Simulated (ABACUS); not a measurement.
Band structure of TeSeO4 (Ima2, 12 atoms in the cell; from Materials Project mp-1539101).

```
TeSeO4
1.0
   -3.37120     6.25894     2.20882
    3.37120    -6.25894     2.20882
    3.37120     6.25894    -2.20882
Te Se O
2 2 8
Direct
  0.86255   0.75112   0.61143
  0.13969   0.25112   0.38857
  0.39016   0.01141   0.87875
  0.13266   0.51141   0.12125
  0.18870   0.14130   0.54740
  0.59390   0.64130   0.45260
  0.85412   0.05884   0.92096
  0.13788   0.93316   0.07904
  0.85412   0.43316   0.29528
  0.13788   0.55884   0.70472
  0.32711   0.08138   0.74573
  0.33565   0.58138   0.25427
```

All values come from this method and carry its errors: LDA (PW92), numerical atomic orbitals TZDP (confined pseudo-atomic orbitals; energy shift 0.003 Ry), PseudoDojo 0.4 standard norm-conserving LDA (tails mended) pseudopotentials (ABACUS 3.10.1).

Settings: basis = TZDP numerical atomic orbitals, energy shift 0.003 Ry; KPT = MP 4 4 4 0 0 0; basis_type = lcao; dft_functional = PWLDA; ecutwfc = 100 Ry; smearing_method = gaussian; smearing_sigma = 0.00146997 Ry; potentials = PseudoDojo 0.4 standard norm-conserving LDA (tails mended); symmetry = 1; symmetry_prec = 1e-05; ks_solver = scalapack_gvx; scf_nmax = 100; scf_thr = 1.0e-07; mixing_type = broyden.

Spin-orbit coupling is left out, which matters for bands and gaps with elements this heavy. The atom-centred basis is finite, which shifts total energies against plane waves. Forces and stress are left out: the polarisation orbitals used for some of these elements are too diffuse to give them reliably, and gaps can carry the same lack. The structure comes from a collection of computed structures, made at another level of theory; the collection holds predicted forms beside known ones.

Question: Predict the gap along the standard path and the places of the band edges.

Answer: The gap along the path is 2.71 eV, from a point between W and R to a point between S and W|L1; the smallest direct gap on it is 2.84 eV.

Points are given in units of this cell's reciprocal vectors. Levels in eV from the top of the valence band on the path, bands 53 to 57:
```
point                       53     54     55     56    57
-----------------------  -----  -----  -----  -----  ----
Γ (0 0 0)                -1.11  -1.08  -1.02  -0.55  3.66
X (0.281 0.281 -0.281)   -1.15  -1.06  -0.97  -0.12  3.70
L (0.104 0.459 -0.104)   -0.99  -0.85  -0.65  -0.02  3.11
T (0 0.5 0)              -0.85  -0.85  -0.21  -0.21  2.88
W (0.25 0.25 0.25)       -0.89  -0.89  -0.17  -0.17  2.84
R (0.5 0 0)              -1.10  -1.07  -0.92  -0.09  3.52
X1 (0.719 -0.281 0.281)  -1.15  -1.06  -0.97  -0.12  3.70
Z (0.5 -0.5 0.5)         -1.13  -1.04  -1.03  -0.50  3.55
Y (-0.323 0.323 0.323)   -1.13  -1.09  -0.99  -0.30  3.20
S (0 0 0.5)              -1.27  -1.17  -0.73  -0.28  3.05
```

Higher empty bands are left out: an atom-centred basis made for the valence describes them poorly.

The atomic orbitals were generated for these runs; they are not ABACUS's published sets and were checked against plane waves on a few crystals only.

“Tails mended”: in these copies of the files the far tail of each local potential was reset to the Coulomb form.
